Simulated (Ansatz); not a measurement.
## BaIr2B2: pressure against volume

BaIr2B2, I4/mmm, a = 3.912 Å, c = 11.277 Å. The structure is a COD entry; whether it is the stable form wasn't checked. Ansatz: PBEsol, PAW, 420 eV, Γ-centred 12×12×12 mesh on 5 atoms, Gaussian smearing 0.10 eV; no spin polarisation. Shape and atoms are relaxed at each volume; pressure is positive in compression.

```tsv
V (Å³/atom)	P (GPa)
16.226	?
16.744	3.14
17.262	0.01
17.779	-2.70
18.297	-5.01
```

Take V0 = 17.262 Å³/atom, count pressures from its P0 = 0.01 GPa, fit the third-order Birch–Murnaghan form to the other rows, and predict the missing pressure.

With the Eulerian strain f = ½[(V0/V)^(2/3) − 1] and y = (P − P0)/[3f(1 + 2f)^(5/2)], the form is the line y = B0 + 1.5 B0 (B0′ − 4) f. Rows (f, y): 0.01026, 96.7; -0.00974, 97.4; -0.01904, 96.8. Means f = -0.006173, y = 96.967; Σ(Δf)² = 0.0004483, ΣΔfΔy = -0.003783; the slope is their ratio. y = 96.91 − 8.439 f GPa, so B0 = 96.9 GPa and B0′ = 4 + 2 × (-8.439)/(3 × 96.91) = 3.94. At V = 16.226, f = 0.02106, y = 96.73 and P = 6.79 GPa. The run gave 6.78 GPa, so the fit is 0.01 GPa too high, within the rms miss on the fitted rows (0.01 GPa). The form still works here, 33 % of the fitted range beyond its end.

Spin–orbit coupling is left out, which can shift energies with elements as heavy as these.

Cost: 5 runs of about 12 core-minutes in all, on Arm Neoverse V1 (shared hosts).